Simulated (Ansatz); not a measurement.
NaF:
```yaml
crystal:
  lattice:
    - [0.00000, 2.31443, 2.31443]
    - [2.31443, 0.00000, 2.31443]
    - [2.31443, 2.31443, 0.00000]
  atoms:
    - { symbol: Na, position: [0.00000, 0.00000, 0.00000] }
    - { symbol: F, position: [0.50000, 0.50000, 0.50000] }
```

Relaxed with PBEsol. Special points in fractions of this cell's reciprocal vectors: Γ (0.000, 0.000, 0.000); X (0.500, 0.000, 0.500); U (0.625, 0.250, 0.625); K (0.375, 0.375, 0.750); L (0.500, 0.500, 0.500); W (0.500, 0.250, 0.750).

Problem. List the band energies nearest the valence-band maximum at these points for the program Ansatz at the PBEsol level (PAW).

Solution. In eV from the valence-band maximum; about four levels below and three above (degenerate sets whole), none deeper than 8.9 eV; … stands for higher levels left out; points with the same levels are listed once.

| k | below | above |
|---|---|---|
| Γ | 0.00 0.00 0.00 | 6.20 … |
| X | -1.30 -0.41 -0.41 | 13.01 … |
| U | -1.08 -0.85 -0.37 | 12.67 … |
| L | -1.62 -0.26 -0.26 | 10.64 … |
| W | -0.89 -0.89 -0.58 | … |

Space group Fm-3m (rock salt). The PBEsol relaxation kept the symmetry of its start; phonons on a q-mesh show no instability.

Potentials: the later of the program's two PAW sets.
